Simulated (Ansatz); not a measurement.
The start is a generated cell, Ti placed in the beta-W structure type. A full variable-cell relaxation at zero pressure is run with r2SCAN (plane waves to 500 eV, PAW, scalar-relativistic; Ansatz, a program for electronic structure). First-step values are on the input's coarse k-mesh.

Ansatz input (later rounds restart from its end on a renewed k-mesh):
Ansatz 0.2 input:
```yaml
crystal:
  lattice:
    - [5.242066, 0, 0]
    - [0, 5.242066, 0]
    - [0, 0, 5.242066]
  atoms:
    - { symbol: Ti, position: [0.25, 0, 0.5] }
    - { symbol: Ti, position: [0.75, 0, 0.5] }
    - { symbol: Ti, position: [0, 0.5, 0.25] }
    - { symbol: Ti, position: [0, 0.5, 0.75] }
    - { symbol: Ti, position: [0.5, 0.25, 0] }
    - { symbol: Ti, position: [0.5, 0.75, 0] }
    - { symbol: Ti, position: [0, 0, 0] }
    - { symbol: Ti, position: [0.5, 0.5, 0.5] }
basis: { ecutwfc: 500, ecutrho_ratio: 4, xc_grid: 4, fft_grid_basis: typed }
kpoints: { mp_grid: { grid: [6, 6, 6] } }
hamiltonian:
  xc: r2scan
  dispersion: none
  pseudopotentials: { azcp: { folder: ./paw }, kind: paw }
scf: { occupations: { method: fermi_dirac, width: 0.05 } }
relax: { f_tol: 0.01, max_steps: 100, cell: { stress_tol: 0.02 } }
output: { forces: true, stress: true }
```

Problem. How large is the pressure on the unrelaxed cell, and of which sign?

Solution. -3.3 GPa (negative: the cell is under tension).

Problem. How does the volume per atom move from start to end?

Solution. -3.3 %, from 18.01 to 17.41 Å³/atom.

Problem. Is the relaxed structure metallic? Give its gap.

Solution. No gap (metallic).

Problem. Give the final cell and atomic positions.

Solution. 
Space group Pm-3n (No. 223); a = b = c = 5.184 Å, α = β = γ = 90.00°

```
atom  site  symmetry       x       y       z
----  ----  --------  ------  ------  ------
Ti      6c     -4m.2  0.0000  0.5000  0.2500
Ti      2a      m-3.  0.0000  0.0000  0.0000
```

The space group stays Pm-3n (No. 223) (the run could not lower it), with 8 atoms in the primitive cell. Final values are on a 9×9×9 k-mesh of the relaxed cell. No spin polarisation in the result. A magnetic state may lie lower.

The run could not lose the symmetry of its start: the end is stationary, and may be a saddle point rather than a minimum.

All atoms sit on sites fixed by symmetry, so only the cell could relax.

The relaxed structure here is a generated cell of Ti: the first start was made by placing the elements on the sites of a structure type, and the end was not matched to a known phase here, so it may be hypothetical. Known forms of Ti include space group No. 194.
